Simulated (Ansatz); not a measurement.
CaO:
```
CELL_PARAMETERS angstrom
      3.98137     0.00000     0.00000
     -1.99068     3.44796     0.00000
      0.00000     0.00000     4.77083
ATOMIC_POSITIONS crystal
  Ca 0.33333 0.66667 0.75000
  O  0.66667 0.33333 0.75000
  Ca 0.66667 0.33333 0.25000
  O  0.33333 0.66667 0.25000
```

Relaxed with r²SCAN. Special points in fractions of this cell's reciprocal vectors: Γ (0.000, 0.000, 0.000); M (0.500, 0.000, 0.000); K (0.333, 0.333, 0.000); A (0.000, 0.000, 0.500); L (0.500, 0.000, 0.500); H (0.333, 0.333, 0.500).

Task: List the band energies nearest the valence-band maximum at these points for r²SCAN (plane waves, PAW; program Ansatz).

Result: In eV from the valence-band maximum; about four levels below and three above (degenerate sets whole), none deeper than 8.9 eV; points with the same levels are listed once.

```csv
k,below,above
Γ,-1.16 -1.16 -1.09 0.00,3.63 6.81 6.81
M,-0.85 -0.83 -0.58 -0.38,5.14 5.80 5.88
K,-1.16 -1.16 -0.71 -0.71 -0.28,4.49 4.58 7.92
A,-1.29 -1.29 -1.29 -1.29,5.46 5.46 8.49 8.49 8.49 8.49
L,-1.06 -1.06 -0.75 -0.75,5.85 5.85 8.01 8.01
H,-0.93 -0.93 -0.92 -0.92,5.24 5.24 8.16 8.16
```

Space group P6_3/mmc. The start of the workflow was typed in or built on a structure type; the Crystallography Open Database copy checked does not list it. It is not the phase usual at ambient conditions (space group No. 225). The r²SCAN relaxation kept the symmetry of its start; its stability against distortions is not shown here.

Potentials: the earlier of the program's two PAW sets.
